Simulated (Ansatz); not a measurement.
Computed properties of GdScO3

GdScO3:
```
CELL_PARAMETERS angstrom
      3.97913     0.00000     0.00000
      0.00000     3.97913     0.00000
      0.00000     0.00000     3.97913
ATOMIC_POSITIONS crystal
  Gd 0.00000 0.00000 0.00000
  Sc 0.50000 0.50000 0.50000
  O  0.00000 0.50000 0.50000
  O  0.50000 0.50000 0.00000
  O  0.50000 0.00000 0.50000
```
The run is spin-polarised; directions of the spins, atom by atom: ↑ 0 0 0 0.

Space group Pm-3m (No. 221), cubic perovskite; conventional cell a = 3.9791 Å, b = 3.9791 Å, c = 3.9791 Å, α = 90.00°, β = 90.00°, γ = 90.00°.

Method: the program Ansatz at the PBEsol level (PAW). Geometry: relaxed at this level of theory. Other levels are named where they apply.

### Cell and energy

- Volume per atom = 12.60 Å³
- Density = 6.59 g/cm³
- Formation energy from the elements (no fitted shifts) = -3.15 eV/atom

### Electronic structure

- Band gap: 1.16 eV (indirect)
- Valence-band maximum: at Γ
- Conduction-band minimum: at X (3 equivalent valleys)
- Smallest direct gap on the standard path: 1.19 eV
- Hole effective mass, band 1 of 3 at the edge: 2.5 along [100], 2.5 along [110], 0.90 along [111] (mₑ)
- Hole effective mass, band 2 of 3 at the edge: 2.5 along [100], 0.69 along [110], 0.90 along [111] (mₑ)
- Hole effective mass, band 3 of 3 at the edge: 0.28 along [100], 0.39 along [110], 0.46 along [111] (mₑ)

### Magnetism

Magnetic order: ferromagnetic
Net moment: 1.40 μB per atom

### Mechanics

- Bulk modulus (Birch–Murnaghan fit): 171 GPa
- Pressure derivative B′: 4.3
- Elastic constants (relaxed ions, GPa): C11 = 368, C12 = 72.0, C44 = 65.5
- Mechanical stability: stable (all eigenvalues of C positive)
- Hill bulk and shear moduli: 171 and 91.5 GPa
- Young's modulus: 233 GPa
- Poisson's ratio: 0.27
- Debye temperature from the elastic constants: 530 K

### Dielectric response

* **Electronic dielectric constant ε∞ (DFPT)**: 6.37
* **Born charges (a third of the trace)**: Gd +4.59, Sc +3.98, O -2.86 e

### Phonons

- Highest zone-centre frequency (without LO–TO term): 706 cm⁻¹
- Zone-centre stability: unstable, softest mode 203i cm⁻¹

A made-up cell: these elements were put on the sites of a structure type; neither database checked (COD, Materials Project) lists it. COD files the formula under space group No. 62. Its standing as an ambient phase is unchecked. Symmetry was held in the PBEsol relaxation. Spin order of the final state: ferromagnetic, chosen from 3 collinear starts compared on coarse meshes (ties went to the first, and starts can fall back to one state), not a proven ground state. Caveat: open 4f shells can settle in a state that is not the lowest. No Hubbard U is applied. The references are the lowest solids computed at this level, not always the standard phases (solids in place of the gases). Scalar-relativistic: spin–orbit coupling is off unless named, which matters more the heavier the elements.

Potentials: the earlier of the program's two PAW sets. The files were generated under PBE; for other functionals the program regenerates the frozen cores, and for LDA and PBEsol the local potential too.
